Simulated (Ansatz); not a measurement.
VPt$_{2}$:
```yaml
crystal:
  lattice:
    - [-1.36020, 1.89784, 4.18424]
    - [1.36020, -1.89784, 4.18424]
    - [1.36020, 1.89784, -4.18424]
  atoms:
    - { symbol: V, position: [0.00000, 0.00000, 0.00000] }
    - { symbol: Pt, position: [0.66043, 0.66043, 0.00000] }
    - { symbol: Pt, position: [0.33957, 0.33957, 0.00000] }
```

Relaxed with r²SCAN. Special points in fractions of this cell's reciprocal vectors: Γ (0.000, 0.000, 0.000); X (0.500, 0.500, -0.500); F2 (0.276, 0.724, -0.276); Σ0 (-0.276, 0.276, 0.276); Y0 (0.301, -0.301, 0.301); U0 (0.699, 0.301, -0.301); R (0.000, 0.500, 0.000); W (0.250, 0.250, 0.250); S (0.500, 0.000, 0.000); T (0.000, 0.000, 0.500).

List the band energies nearest the Fermi level at these points for DFT-r²SCAN in the program Ansatz with PAW potentials.

In eV from the Fermi level; about four levels below and three above (degenerate sets whole), none deeper than 8.9 eV; points with the same levels are listed once.

```json
[
 {"k": "Γ", "below": "-1.97 -1.68 -0.97 -0.95", "above": "0.04 1.17 1.71"},
 {"k": "X", "below": "-1.76 -1.28 -0.93 -0.44", "above": "1.48 1.63 1.68"},
 {"k": "F2", "below": "-2.12 -1.70 -1.20 -0.41", "above": "0.85 0.97 1.05"},
 {"k": "Y0", "below": "-1.39 -1.35 -0.77 -0.68", "above": "0.83 1.11 1.49"},
 {"k": "R", "below": "-4.04 -2.94 -1.99 -1.30", "above": "0.54 0.97 1.02"},
 {"k": "W", "below": "-2.44 -1.62 -0.98 -0.69", "above": "0.56 1.09 2.16"},
 {"k": "S", "below": "-1.37 -1.08 -0.69 -0.36", "above": "1.02 1.30 1.65"},
 {"k": "T", "below": "-2.30 -1.56 -0.18 -0.10", "above": "0.16 0.88 1.27"}
]
```

Space group Immm. The first step of the workflow began from a Materials Project structure, measured or hypothetical; the Crystallography Open Database files this formula in space group No. 71, but the cells were not matched. Whether it is the stable phase at ambient conditions was not checked. Symmetry was held in the r²SCAN relaxation; whether a distortion lowers the energy is not shown. No spin polarisation was allowed. Scalar-relativistic: spin–orbit coupling is off unless named, which matters more the heavier the elements.

Potentials: the later of the program's two PAW sets.
